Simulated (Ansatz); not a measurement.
Ansatz (a quantum-chemistry and plane-wave program) input:

Ansatz 0.2 input:
```yaml
crystal:
  lattice:
    - [4.8941468853, 0.0, 0.0]
    - [-2.4470734426, 4.2384555325, 0.0]
    - [0.0, 0.0, 9.5766080351]
  atoms:
    - { symbol: Ba, position: [0.0, 0.0, 0.0] }
    - { symbol: Ba, position: [0.0, 0.0, 0.5] }
    - { symbol: Ga, position: [0.3333333333, 0.6666666667, 0.25] }
    - { symbol: Ga, position: [0.6666666667, 0.3333333333, 0.75] }
    - { symbol: B, position: [0.6666666667, 0.3333333333, 0.25] }
    - { symbol: B, position: [0.3333333333, 0.6666666667, 0.75] }
    - { symbol: O, position: [0.9348550193, 0.6246840417, 0.25] }
    - { symbol: O, position: [0.0651449807, 0.3753159583, 0.75] }
    - { symbol: O, position: [0.3101709777, 0.9348550193, 0.75] }
    - { symbol: O, position: [0.6898290223, 0.0651449807, 0.25] }
    - { symbol: O, position: [0.3753159583, 0.3101709777, 0.25] }
    - { symbol: O, position: [0.6246840417, 0.6898290223, 0.75] }
    - { symbol: F, position: [0.3333333333, 0.6666666667, 0.4543169968] }
    - { symbol: F, position: [0.6666666667, 0.3333333333, 0.5456830032] }
    - { symbol: F, position: [0.6666666667, 0.3333333333, 0.9543169968] }
    - { symbol: F, position: [0.3333333333, 0.6666666667, 0.0456830032] }
kpoints:
  mp_grid: { grid: [7, 7, 3] }
hamiltonian:
  xc: r2scan
  pseudopotentials: { kind: paw }
scf:
  occupations: { method: fixed }
checkpoint: { read: static.run }
output: { write_density: true, elf: true, volumetric_format: npy }
```

Output (shortened):

```
Pseudopotential: Ba, paw, valence charge 10
Pseudopotential: Ga, paw, valence charge 13
Pseudopotential: B, paw, valence charge 3
Pseudopotential: O, paw, valence charge 6
Pseudopotential: F, paw, valence charge 7
Functional definition: r2SCAN
Crystal: 16 atoms, lattice volume = 198.654 Å³
Basis set: ecut = 500 eV, 5057 PW (Γ), exchange–correlation on 144×144×288 points (64 copies of the dense FFT grid, shifted against one another)
Bands: 74, of which v1, the nominal top of the filled ones, is band 58 counted from 1 (57 counted from 0)
Symmetry: 12 space group operations
Space group: P63/m (ITA 176), of the structure as read, at distance tolerance 5.8e-5 Å
k-points: 18 of 147
Stability of the state it starts from, as read at its close in the unpolarized treatment …
iter 1 solved again at ethr=1.94e-7 eV; its pass at ethr=3.10e-3 eV (dr2=2.25e-4 eV) is discarded
SCF iter   1: F=—  HF=-26494.790244 eV  |F-HF|=—  |Δ(HF+E_count)|=         —  Δρ=8.84e-7  dr2=1.47e-9  dr2_τ=6.40e-11  ethr=1.94e-7  ⟨swp⟩=3.1  Hψ=8177  notcnv=0  defer=252
preconditioner: auto → Resta (q_TF=auto, 2.494 Å⁻¹)
SCF iter   2: F=—  HF=-26494.790464 eV  |F-HF|=—  |Δ(HF+E_count)|=   2.20e-4  Δρ=7.04e-7  dr2=6.51e-10  dr2_τ=9.60e-11  ethr=1.27e-12  ⟨swp⟩=18.2  Hψ=9510  notcnv=0
SCF iter   3: F=-26494.790464 eV  HF=-26494.790464 eV  |F-HF|=1.46e-10  |Δ(HF+E_count)|=  1.53e-10  Δρ=3.22e-7  dr2=1.62e-10  dr2_τ=1.03e-11  ethr=1.00e-12  ⟨swp⟩=1.0  Hψ=3253  notcnv=0
SCF 1 converged in 3 iterations: F = -26494.790464 eV  dr2 = 1.62e-10
SCF converged after 3 iterations
Free energy (F): -26494.790464 eV
Harris-Foulkes:  -26494.790464 eV  (|F-HF|=1.46e-10)
Internal energy: -26494.790464 eV  (E = F + TS)
E sigma→0 (E₀):  -26494.790464 eV
Fermi energy:    5.407601 eV
--- Per-component energies (eV) ---
  E_band       = -378.494508
  E_kinetic    = 2568.811309
  E_local      = -9600.189435  (includes V_loc(G=0)·N_el)
  E_nonlocal   = 1583.487505
  E_hartree    = 4015.658696
  E_xc         = -1259.726993
  E_vxc        = -1597.288096  (∫ρ·V_xc dr)
  E_paw        = -16466.867943  (= ΣΔE_a)
  E_vpaw       = -1464.786044  (= ΣTr[D̂ρ^β])
  E_aug_tail   = 0.009983  (compensation charges beyond the density's cutoff)
  E_vtau       = 100.141774  (kinetic-family band-sum trace: ∫τ·v_τ [+ j·A + Jᵃ·Aᵃ] dr)
  E_ewald      = -7334.454183
  E_core_change = -1.519404  (= ΣΔE_core)
  E_smearing   =  0.000000  (= −TS)
  E_closure    = 0.000000  (closes the sum)
  Σ components = -26494.790464   (vs F -26494.790464, Δ=0.00e0)
  [band-id]    e_kinetic+e_local+e_nonlocal+2·e_hartree+e_vxc+e_vpaw+e_augmentation_tail+e_vtau = -378.495611   (vs E_band -378.494508, Δ=-1.10e-3)
--- Band table (eV; the first three rows and the last of 18) ---
  k-point 0: bands = ["-19.3919", "-19.3626", "-16.7478", "-16.6517", "-16.6424", "-16.5445", "-14.1194", "-14.0243", "-12.4911", "-12.4911", "-12.4857", "-12.4857", "-6.9070", "-6.8999", "-6.8999", "-6.8988", "-6.8988", "-6.8855", "-6.7889", "-6.7889", …
  k-point 1: bands = ["-19.3846", "-19.3700", "-16.7344", "-16.6978", "-16.5958", "-16.5583", "-14.0957", "-14.0481", "-12.4897", "-12.4897", "-12.4870", "-12.4870", "-6.9022", "-6.8996", "-6.8996", "-6.8991", "-6.8991", "-6.8915", "-6.7887", "-6.7887", …
  k-point 2: bands = ["-19.3760", "-19.3486", "-16.7623", "-16.6602", "-16.6561", "-16.5542", "-14.0785", "-13.9918", "-12.5276", "-12.5261", "-12.5009", "-12.4962", "-6.9184", "-6.9026", "-6.9022", "-6.8990", "-6.8979", "-6.8974", "-6.8117", "-6.8102", …
  k-point 17: bands = ["-19.2930", "-19.2839", "-16.7814", "-16.7596", "-16.6709", "-16.6505", "-13.8289", "-13.8231", "-12.6865", "-12.6725", "-12.6236", "-12.6043", "-6.9759", "-6.9713", "-6.9182", "-6.9145", "-6.9085", "-6.9078", "-6.9023", "-6.9006", …
```

Cost: roughly 30 core-seconds on shared cores.

Space group P6_3/m. The workflow started from a Materials Project entry (that database holds measured and hypothetical structures alike); the Crystallography Open Database files this formula in space group No. 176, but the cells were not matched. Its standing as an ambient phase is unchecked. Symmetry was held in the r²SCAN relaxation; its stability against distortions is not shown here. Spin–orbit coupling is left out wherever it is not named.

Potentials: the later of the program's two PAW sets.

Ansatz is a plane-wave DFT program.
